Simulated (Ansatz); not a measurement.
Eigenvalues along a path: Zn (diamond type)

```
Zn
1.0
     0.00000    2.13310    2.13310
     2.13310    0.00000    2.13310
     2.13310    2.13310    0.00000
Zn
2
Cartesian
  -0.5333 -0.5333 -0.5333
  0.5333 0.5333 0.5333
```

The cell comes from a relaxation on PAW files under the same functional, begun from a prototype that needn't be the stable phase.

All numbers are PBEsol results (scalar-relativistic) from Ansatz 0.2.0, with a Γ-centred 13×13×13 k mesh, Fermi–Dirac smearing of 0.05 eV, no spin polarisation. Methods: LAPW: all electrons, basis error target 1 meV/atom.

This run: volume at 0.43 of the series' base cell.

The structure type is held throughout; the real material can change phase at far lower pressure.

Path points, in fractions of the reciprocal vectors: Γ (0.000, 0.000, 0.000), X (0.500, 0.000, 0.500), U (0.625, 0.250, 0.625), K (0.375, 0.375, 0.750), L (0.500, 0.500, 0.500), W (0.500, 0.250, 0.750). The distance column jumps between branches of the path. Levels in eV from the Fermi level; bands 9 to 22, counted from the lowest band of the run. The gap is zero, the pressure 240.0 GPa.

```
# k(1/Å) point b9 b10 b11 b12 b13 b14 b15 b16 b17 b18 b19 b20 b21 b22
0.000 Γ -14.38 -11.80 -11.80 -11.67 -11.67 -11.67 -9.34 -9.34 -9.34 -8.00 -8.00 11.58 11.58 11.58
0.184 - -14.24 -11.98 -11.76 -11.66 -11.66 -11.47 -9.45 -9.30 -9.30 -8.03 -7.96 9.61 9.61 11.06
0.368 - -13.84 -12.18 -11.66 -11.66 -11.65 -11.21 -9.76 -9.21 -9.21 -8.13 -7.89 7.66 7.66 9.97
0.552 - -13.20 -12.35 -11.65 -11.65 -11.46 -10.93 -10.17 -9.04 -9.04 -8.30 -7.81 5.89 5.89 8.38
0.736 - -12.48 -12.35 -11.66 -11.66 -11.22 -10.66 -10.62 -8.81 -8.81 -8.52 -7.72 4.31 4.31 5.84
0.920 - -12.55 -11.67 -11.67 -11.53 -10.94 -10.92 -10.39 -8.80 -8.54 -8.54 -7.51 2.98 2.98 3.08
1.105 - -12.54 -11.68 -11.68 -11.64 -10.58 -10.41 -10.15 -9.12 -8.26 -8.26 -6.97 0.44 1.95 1.95
1.289 - -12.44 -11.98 -11.69 -11.69 -10.22 -9.96 -9.96 -9.47 -8.05 -8.05 -5.83 -1.98 1.28 1.28
1.473 X -12.25 -12.25 -11.70 -11.70 -9.86 -9.86 -9.84 -9.84 -7.97 -7.97 -4.11 -4.11 1.04 1.04
1.538 - -12.27 -12.25 -11.70 -11.67 -9.87 -9.86 -9.85 -9.84 -7.97 -7.96 -4.10 -4.10 0.90 1.07
1.603 - -12.31 -12.24 -11.71 -11.60 -9.91 -9.87 -9.86 -9.85 -7.97 -7.94 -4.07 -4.06 0.52 1.15
1.668 - -12.37 -12.22 -11.72 -11.51 -9.97 -9.90 -9.85 -9.85 -7.96 -7.90 -4.02 -3.98 -0.04 1.28
1.733 - -12.42 -12.19 -11.74 -11.40 -10.04 -9.93 -9.85 -9.84 -7.95 -7.85 -3.95 -3.88 -0.69 1.45
1.798 - -12.46 -12.15 -11.76 -11.28 -10.13 -9.98 -9.86 -9.83 -7.93 -7.80 -3.85 -3.76 -1.39 1.68
1.863 - -12.50 -12.11 -11.79 -11.16 -10.23 -10.03 -9.86 -9.81 -7.92 -7.76 -3.71 -3.62 -2.10 1.94
1.928 - -12.52 -12.06 -11.82 -11.05 -10.34 -10.09 -9.87 -9.79 -7.90 -7.73 -3.54 -3.53 -2.73 2.25
1.993 U -12.54 -12.00 -11.85 -10.96 -10.45 -10.15 -9.87 -9.75 -7.89 -7.72 -3.82 -3.33 -2.94 2.60
2.895 K -12.54 -12.00 -11.85 -10.96 -10.45 -10.15 -9.87 -9.75 -7.89 -7.72 -3.82 -3.33 -2.94 2.60
3.091 - -12.51 -11.98 -11.83 -10.78 -10.78 -10.32 -9.87 -9.57 -7.84 -7.80 -5.77 -2.46 -2.16 3.85
3.286 - -12.40 -12.10 -11.65 -11.10 -10.79 -10.49 -9.84 -9.37 -8.03 -7.81 -7.46 -1.20 -0.95 5.35
3.481 - -12.30 -12.20 -11.57 -11.31 -11.06 -10.66 -9.78 -9.46 -8.36 -8.34 -7.80 0.38 0.57 7.03
3.676 - -12.46 -12.24 -11.69 -11.51 -11.33 -10.84 -9.72 -9.69 -8.69 -8.34 -7.82 2.27 2.39 8.80
3.872 - -13.11 -12.21 -11.81 -11.64 -11.35 -11.04 -9.70 -9.58 -8.98 -8.19 -7.86 4.40 4.48 10.43
4.067 - -13.79 -12.11 -11.87 -11.66 -11.44 -11.26 -9.55 -9.46 -9.18 -8.08 -7.92 6.75 6.79 11.38
4.262 - -14.23 -11.95 -11.85 -11.66 -11.58 -11.49 -9.40 -9.37 -9.30 -8.02 -7.97 9.24 9.27 11.58
4.457 Γ -14.38 -11.80 -11.80 -11.67 -11.67 -11.67 -9.34 -9.34 -9.34 -8.00 -8.00 11.58 11.58 11.58
4.617 - -14.28 -11.88 -11.88 -11.66 -11.56 -11.56 -9.36 -9.34 -9.34 -8.00 -8.00 9.29 10.68 10.68
4.776 - -13.98 -11.97 -11.97 -11.64 -11.42 -11.42 -9.44 -9.36 -9.36 -7.99 -7.99 6.71 9.77 9.77
4.936 - -13.51 -12.03 -12.03 -11.59 -11.30 -11.30 -9.54 -9.35 -9.35 -8.00 -8.00 4.19 8.98 8.98
5.095 - -12.93 -12.03 -12.03 -11.49 -11.24 -11.24 -9.62 -9.31 -9.31 -8.01 -8.01 1.79 8.33 8.33
5.255 - -12.37 -12.00 -12.00 -11.33 -11.26 -11.26 -9.54 -9.22 -9.22 -8.05 -8.05 -0.45 7.81 7.81
5.414 - -11.98 -11.92 -11.92 -11.34 -11.34 -11.20 -9.10 -9.10 -9.06 -8.10 -8.10 -2.51 7.43 7.43
5.574 - -11.81 -11.81 -11.75 -11.46 -11.46 -11.21 -8.98 -8.98 -8.15 -8.15 -8.15 -4.28 7.20 7.20
5.733 L -11.75 -11.75 -11.65 -11.53 -11.53 -11.26 -8.94 -8.94 -8.17 -8.17 -7.46 -5.24 7.12 7.12
5.863 - -11.90 -11.80 -11.59 -11.50 -11.42 -11.20 -9.02 -8.98 -8.15 -8.15 -7.33 -5.23 6.56 6.80
5.993 - -12.07 -11.92 -11.56 -11.41 -11.20 -11.07 -9.19 -9.08 -8.10 -8.09 -6.97 -5.20 5.30 5.86
6.123 - -12.22 -12.05 -11.51 -11.30 -10.97 -10.94 -9.40 -9.21 -8.04 -8.01 -6.44 -5.12 3.82 4.56
6.254 - -12.34 -12.16 -11.45 -11.15 -10.84 -10.74 -9.61 -9.35 -7.97 -7.92 -5.79 -4.97 2.31 3.16
6.384 - -12.42 -12.27 -11.37 -10.99 -10.79 -10.52 -9.81 -9.47 -7.89 -7.83 -5.02 -4.69 0.87 1.78
6.514 - -12.46 -12.35 -11.28 -10.86 -10.78 -10.33 -9.97 -9.59 -7.82 -7.76 -4.25 -4.14 -0.45 0.45
6.644 - -12.48 -12.42 -11.17 -10.93 -10.63 -10.31 -9.99 -9.72 -7.76 -7.72 -3.63 -3.21 -1.60 -0.80
6.774 W -12.46 -12.46 -11.05 -11.05 -10.46 -10.46 -9.86 -9.86 -7.73 -7.73 -2.89 -2.89 -1.87 -1.87
6.866 - -12.45 -12.45 -11.08 -11.08 -10.42 -10.42 -9.86 -9.86 -7.73 -7.73 -3.02 -3.02 -1.69 -1.69
6.958 - -12.44 -12.44 -11.17 -11.17 -10.33 -10.33 -9.85 -9.85 -7.76 -7.76 -3.27 -3.27 -1.30 -1.30
7.051 - -12.41 -12.41 -11.29 -11.29 -10.22 -10.22 -9.85 -9.85 -7.79 -7.79 -3.52 -3.52 -0.83 -0.83
7.143 - -12.38 -12.38 -11.41 -11.41 -10.11 -10.11 -9.85 -9.85 -7.84 -7.84 -3.73 -3.73 -0.32 -0.32
7.235 - -12.34 -12.34 -11.52 -11.52 -10.01 -10.01 -9.85 -9.85 -7.89 -7.89 -3.90 -3.90 0.18 0.18
7.327 - -12.30 -12.30 -11.61 -11.61 -9.93 -9.93 -9.85 -9.85 -7.93 -7.93 -4.02 -4.02 0.62 0.62
7.419 - -12.27 -12.27 -11.68 -11.68 -9.88 -9.88 -9.85 -9.85 -7.96 -7.96 -4.09 -4.09 0.93 0.93
7.511 X -12.25 -12.25 -11.70 -11.70 -9.86 -9.86 -9.84 -9.84 -7.97 -7.97 -4.11 -4.11 1.04 1.04
```
